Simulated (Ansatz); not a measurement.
InPd₃:
```yaml
crystal:
  lattice:
    - [3.93119, 0.00000, 0.00000]
    - [0.00000, 3.93119, 0.00000]
    - [0.00000, 0.00000, 3.93119]
  atoms:
    - { symbol: In, position: [0.00000, 0.00000, 0.00000] }
    - { symbol: Pd, position: [0.50000, 0.50000, 0.00000] }
    - { symbol: Pd, position: [0.00000, 0.50000, 0.50000] }
    - { symbol: Pd, position: [0.50000, 0.00000, 0.50000] }
```

Relaxed with LDA. Special points in fractions of this cell's reciprocal vectors: Γ (0.000, 0.000, 0.000); X (0.000, 0.500, 0.000); M (0.500, 0.500, 0.000); R (0.500, 0.500, 0.500).

**Question.** List the band energies nearest the Fermi level at these points for LDA in the plane-wave PAW code Ansatz.

**Answer.** In eV from the Fermi level; about four levels below and three above (degenerate sets whole), none deeper than 8.9 eV; … stands for higher levels left out; points with the same levels are listed once.

| k | below | above |
|---|---|---|
| Γ | -1.82 -1.82 -1.82 -0.80 -0.80 -0.24 | 0.19 0.19 0.19 |
| X | -1.77 -1.77 -1.70 -1.55 -0.76 | 0.19 5.82 5.82 |
| M | -1.52 -1.36 -0.50 -0.45 | 1.47 1.47 8.01 |
| R | -1.39 -1.39 -1.39 -0.16 -0.16 -0.16 | 0.74 2.85 … |

Space group Pm-3m (Cu3Au type). The workflow started from a Materials Project entry (that database holds measured and hypothetical structures alike); the Crystallography Open Database copy checked does not list it. With In and Pd taken as one species the cell has the higher symmetry Fm-3m, so it may be an ordered model of a mixed-site phase. Its standing as an ambient phase is unchecked. The cell was relaxed with LDA under the symmetry of its start; of distortions, only those at the zone centre were tested. The run is not spin-polarised. Spin–orbit coupling is left out wherever it is not named.

Potentials: the later of the program's two PAW sets.
